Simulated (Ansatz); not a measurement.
# Orderings of MgCd5O6 on the rock salt lattice

All numbers below come from Ansatz 0.2.0, DFT PBE, scalar-relativistic, plane waves, PAW. Settings: cutoff 420 eV, Γ-centred meshes spaced at most about 0.3 Å⁻¹, and about 0.25 Å⁻¹ or finer for metals (2π included), Gaussian smearing. No spin polarisation.

Temperature and zero-point effects are left out. Each row is a relaxed arrangement of Mg and Cd on shared sites of the rock salt type. The column n gives the unlike atoms among the 12 nearest shared sites, averaged over those sites; energies count from the lowest row.

```
row       space group    source  atoms  n (of 12)  V (Å³/atom)  gap on mesh (eV)  ΔE (meV/atom)
  1   P-3m1 (No. 164)  invented     12       2.00        12.90                 0            0.0
  2  P4/mmm (No. 123)  invented     12       2.67        13.03                 0              ?
  3     Pmmm (No. 47)  invented     12       3.33        12.97                 0            9.7
```

The cell of row 2:

```yaml
crystal:
  lattice:
    - [3.32879, 0.00000, 0.00000]
    - [0.00000, 3.32879, 0.00000]
    - [0.00000, 0.00000, 14.10653]
  atoms:
    - { symbol: Mg, position: [0.50000, 0.50000, 0.50000] }
    - { symbol: Cd, position: [0.00000, 0.00000, 0.66034] }
    - { symbol: Cd, position: [0.50000, 0.50000, 0.82769] }
    - { symbol: Cd, position: [0.00000, 0.00000, 0.00000] }
    - { symbol: Cd, position: [0.50000, 0.50000, 0.17231] }
    - { symbol: Cd, position: [0.00000, 0.00000, 0.33966] }
    - { symbol: O, position: [0.00000, 0.00000, 0.82924] }
    - { symbol: O, position: [0.50000, 0.50000, 0.00000] }
    - { symbol: O, position: [0.00000, 0.00000, 0.17076] }
    - { symbol: O, position: [0.50000, 0.50000, 0.34748] }
    - { symbol: O, position: [0.00000, 0.00000, 0.50000] }
    - { symbol: O, position: [0.50000, 0.50000, 0.65252] }
```

Problem. Take rows 1 and 3 to fix a model with nearest pairs alone, and estimate the missing value.

Solution. The slope is (9.7 − 0.0)/(3.33 − 2.00) = 7.29 meV/atom for each unlike neighbour. At n = 2.67 that gives 0.0 + (7.29) × (2.67 − 2.00) = 4.9 meV/atom. The computed value is 16.0 meV/atom, so the model is off by -11.1. Nearest pairs aren't enough here: farther pairs and the strain of relaxing around atoms of unlike size count too.

For metals, differences of a few meV/atom aren't resolved. The zero gap of P-3m1, P4/mmm, Pmmm may come from the functional, which often closes small gaps. Only small cells were tried; in real samples the shared sites are often disordered. Some structure types and database cells were kept out of the candidates from the start, so a known form may be missing.
